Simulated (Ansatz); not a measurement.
Start of a relaxation of Rb3N:

```yaml
crystal:
  lattice:
    - [4.03628, 0.00000, 0.00000]
    - [-2.01814, 3.49552, 0.00000]
    - [0.00000, 0.00000, 13.09668]
  atoms:
    - { symbol: Rb, position: [0.33333, 0.66667, 0.75368] }
    - { symbol: Rb, position: [0.00000, 0.00000, 0.00000] }
    - { symbol: Rb, position: [0.33333, 0.66667, 0.24632] }
    - { symbol: N, position: [0.00000, 0.00000, 0.50000] }
```

Theory: Ansatz 0.2.0, DFT PBE, scalar-relativistic, plane waves, PAW. Cutoff 420 eV, Gaussian smearing, Γ-centred meshes. Cell and atoms relax first on a coarse mesh and then on a finer one. In between, the cell is made exact in the group found at 0.06 Å. In metals the finer mesh still leaves noise of several meV/atom or more. The steps can't lower the symmetry of their start. Collinear spin is switched on along the way, since trial moments persisted in a coarse test.

A guess keeps its type if space group and coordination stay and the shape of the cell changes little (axis ratios within about 15 %, angles within 6°); the volume may change.

Task: Does this structure survive the relaxation?

Result: It doesn't keep its type. The symmetry stays P-6m2 (No. 187). The volume per atom grows by 13.6 %, from 46.2 to 52.5 Å³. The shortest distance goes from 3.98 Å (Rb–Rb) to 3.04 Å (Rb–N). The ratio c/a of the conventional cell changes by a factor of 0.89. Counting neighbours within 15 % of an atom's shortest distance, the start has N 12, Rb 12 and the end N 6, Rb 4/6. In detail, at the end Rb on a site of symmetry 3m is surrounded by 3 N at 3.04 Å, 1 Rb at 3.37 Å and 6 Rb at 4.37 Å; around Rb on a site of symmetry -6m2 lie 6 Rb at 4.37 Å; around N lie 6 Rb at 3.04 Å.

Space group P-6m2 (No. 187). a = 4.374 Å, b = 4.374 Å, c = 12.673 Å, α = 90.00°, β = 90.00°, γ = 120.00°
```csv
atom,site,symmetry,x,y,z
Rb,2h,3m.,0.3333,0.6667,0.6330
Rb,1a,-6m2,0.0000,0.0000,0.0000
N,1b,-6m2,0.0000,0.0000,0.5000
```

Energies over the elements count from the elements' standard structures at the same level (N₂ as a molecule), with no fitted energy shifts.

Task: At what energy does it end?

Result: +0.65 eV/atom. It can't be a ground state, since the elements alone are lower.

The last run used collinear spin, a 12×12×4 mesh (in the run's order of axes) for its 4-atom cell and Gaussian smearing of 0.10 eV. The magnetic state reached may not be the lowest. Symmetry constrained the relaxation, so the result can be a saddle point.

In counts of neighbours, a slash parts the counts of unlike sites.
